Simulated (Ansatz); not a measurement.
Cu3Pt (Cu3Au type, Pm-3m) at seven volumes, r²SCAN (plane waves, PAW; program Ansatz), scaled uniformly. One row is withheld.

```csv
V (Å³/atom),P (GPa)
11.382,22.74
11.757,13.73
12.132,6.23
12.508,-0.01
12.883,-5.19
13.258,?
13.633,-13.04
```

Fit the shown pressures and predict the withheld one.

Third-order Birch–Murnaghan: P = (3/2)B₀(x^(7/2) − x^(5/2))[1 + (3/4)(B′ − 4)(x − 1)] with x = (V₀/V)^(2/3). Least squares on the six rows gives V₀ = 12.507 Å³/atom, B₀ = 189.0 GPa, B′ = 5.17. At V = 13.258, x = 0.9619 and P = -9.48 GPa. The run itself gave -9.48 GPa.

The workflow started from an entry of the Crystallography Open Database (COD). Whether it is the stable phase at ambient conditions was not checked. The cell was relaxed with r²SCAN under the symmetry of its start; its stability against distortions is not shown here. The run is not spin-polarised. Scalar-relativistic: spin–orbit coupling is off unless named, which matters more the heavier the elements.

Potentials: the later of the program's two PAW sets.
